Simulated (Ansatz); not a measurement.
LaSb (rock salt)

```
CELL_PARAMETERS angstrom
      0.00000     3.22637     3.22637
      3.22637     0.00000     3.22637
      3.22637     3.22637     0.00000
ATOMIC_POSITIONS crystal
  La 0.00000 0.00000 0.00000
  Sb 0.50000 0.50000 0.50000
```

The slice is a {100} plane (indices of the conventional cell) through the point (0.500, 0.500, 0.500) (fractional), spanned by u = [100] and v = [0 1 -1] in vectors of this cell: u (4.56 Å) and v (4.56 Å, at 90° to u). It covers one period; positions are fractions (u, v).

Level of theory: PBEsol (plane waves to 420 eV, PAW, scalar-relativistic; Ansatz, a quantum-chemistry and plane-wave program). k mesh 13×13×13. These are valence fields of a PAW run, semicore shells included where kept as valence: close to a nucleus they are smooth pseudo fields. LaSb is run without spin polarisation. LaSb was relaxed with its symmetry unable to fall. Spin-orbit coupling is left out, though Sb is heavy.

Three fields on this plane, each scaled to ten steps between its own extremes (0 low, 9 high; the total valence density on a logarithmic scale, the potential cut 8 eV below its top; x marks points blanked near nuclei; v = 0 in the bottom row):

Map A
```
|xxxxxxx754310000013457xxxxxx|
|xxxxxx87543100000134578xxxxx|
|xxxxxx86542110001124568xxxxx|
|xxxxx8765332111112335678xxxx|
|xxxx876544332222233445678xxx|
|xx8876554444455544444556788x|
|7776655445667787766544556677|
|5555544456899xxx998654445555|
|44443445689xxxxxxx9865443444|
|3332334689xxxxxxxxx986433233|
|111123469xxxxxxxxxxx96432111|
|000112479xxxxxxxxxxx97421100|
|00001257xxxxxxxxxxxxx7521000|
|00001258xxxxxxxxxxxxx8521000|
|00001257xxxxxxxxxxxxx7521000|
|000112479xxxxxxxxxxx97421100|
|111123469xxxxxxxxxxx96432111|
|3332334689xxxxxxxxx986433233|
|44443445689xxxxxxx9865443444|
|5555544456899xxx998654445555|
|7776655445667787766544556677|
|xx8876554444455544444556788x|
|xxxx876544332222233445678xxx|
|xxxxx8765332111112335678xxxx|
|xxxxxx86542110001124568xxxxx|
|xxxxxx87543100000134578xxxxx|
|xxxxxxx754310000013457xxxxxx|
|xxxxxxx754310000013457xxxxxx|
```

Map B
```
|xxxxxxx047899999998740xxxxxx|
|xxxxxx00578999999987500xxxxx|
|xxxxxx02578888788887520xxxxx|
|xxxxx0035676666666765300xxxx|
|xxxx002455544333445554200xxx|
|xx0002455431000001345542000x|
|0002345431000000000134543200|
|4455555310000xxx000013555554|
|77776541000xxxxxxx0001456777|
|8888753000xxxxxxxxx000357888|
|999864100xxxxxxxxxxx00146899|
|999864000xxxxxxxxxxx00046899|
|99986300xxxxxxxxxxxxx0036899|
|99976300xxxxxxxxxxxxx0036799|
|99986300xxxxxxxxxxxxx0036899|
|999864000xxxxxxxxxxx00046899|
|999864100xxxxxxxxxxx00146899|
|8888753000xxxxxxxxx000357888|
|77776541000xxxxxxx0001456777|
|4455555310000xxx000013555554|
|0002345431000000000134543200|
|xx0002455431000001345542000x|
|xxxx002455544333445554200xxx|
|xxxxx0035676666666765300xxxx|
|xxxxxx02578888788887520xxxxx|
|xxxxxx00578999999987500xxxxx|
|xxxxxxx047899999998740xxxxxx|
|xxxxxxx047899999998740xxxxxx|
```

Map C
```
|xxxxxxx688752111257886xxxxxx|
|xxxxxx56886420002468865xxxxx|
|xxxxxx57874210001247875xxxxx|
|xxxxx5677521000001257765xxxx|
|xxxx567753100000001357765xxx|
|xx5567753211223221123577655x|
|6667775322346777643223577766|
|8888753224689xxx986422357888|
|88875322479xxxxxxx9742235788|
|7764211369xxxxxxxxx963112467|
|554210148xxxxxxxxxxx84101245|
|322100269xxxxxxxxxxx96200122|
|11000027xxxxxxxxxxxxx7200001|
|11000037xxxxxxxxxxxxx7300001|
|11000027xxxxxxxxxxxxx7200001|
|322100269xxxxxxxxxxx96200122|
|554210148xxxxxxxxxxx84101245|
|7764211369xxxxxxxxx963112467|
|88875322479xxxxxxx9742235788|
|8888753224689xxx986422357888|
|6667775322346777643223577766|
|xx5567753211223221123577655x|
|xxxx567753100000001357765xxx|
|xxxxx5677521000001257765xxxx|
|xxxxxx57874210001247875xxxxx|
|xxxxxx56886420002468865xxxxx|
|xxxxxxx688752111257886xxxxxx|
|xxxxxxx688753111357886xxxxxx|
```

Q: Assign the maps to these fields: electron localisation function (ELF); valence electron density; electrostatic potential energy of an electron, from the cell's mean.

A: A is the valence electron density; B is the electrostatic potential energy of an electron, from the cell's mean; C is the electron localisation function (ELF).
